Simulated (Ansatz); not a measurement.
PbO (started from an entry of an open crystallographic database), relaxed with r2SCAN+rVV10 in the plane-wave code Ansatz. Space group P4/nmm (No. 129), tetragonal; a = 3.980 Å, c = 5.001 Å in the conventional setting, 19.81 Å³ an atom. Around Pb lie 4 O at 2.32 Å; around O lie 4 Pb at 2.32 Å.

The axes x, y and z are those of this cell:
```
Pb O
1.0
     3.98040    0.00000    0.00000
     0.00000    3.98040    0.00000
     0.00000    0.00000    5.00091
Pb O
2 2
Direct
  0.00000 0.50000 0.23663
  0.50000 0.00000 0.76337
  0.00000 0.00000 0.00000
  0.50000 0.50000 0.00000
```

Unstrained: HSE06 gives an indirect gap of 1.887 eV, from Γ to M; the least direct gap is 3.273 eV at Γ. Meshes: HSE06 4×4×4. Strains are changes of length per length. After each strain the atoms were relaxed again with r2SCAN+rVV10 within the symmetry that the strain leaves, so tilts or polar shifts that break it weren't tested; points keep the names that they have in the unstrained zone. No spin polarisation and no zero-point or thermal motion.

Q: Estimate what biaxial +3.73 % in x and y, z held does to the gap.

A: HSE06: the gap goes from 1.887 to 2.395 eV (+0.508 eV); the edges go from Γ → M to (-0.130, 1/8, 0) → M.

Q: Estimate what uniaxial +3.71 % along z, other directions held does to the gap.

A: HSE06: the gap goes from 1.887 to 2.058 eV (+0.171 eV).

Spin-orbit coupling is left out; in compounds of Pb, Bi, Tl or Hg it can lower a gap by up to about 1 eV, split its edges or invert the bands.

Where an edge lies off the special points, it is a point of the mesh or the k point where a search put PBE's edge or least direct gap, reused for the other functionals, whose own edges may lie a little apart.

Coordinates of k points refer to the reciprocal vectors of the primitive cell of the runs.

The meshes of the hybrids are coarse, so their gaps aren't converged to the digits shown.
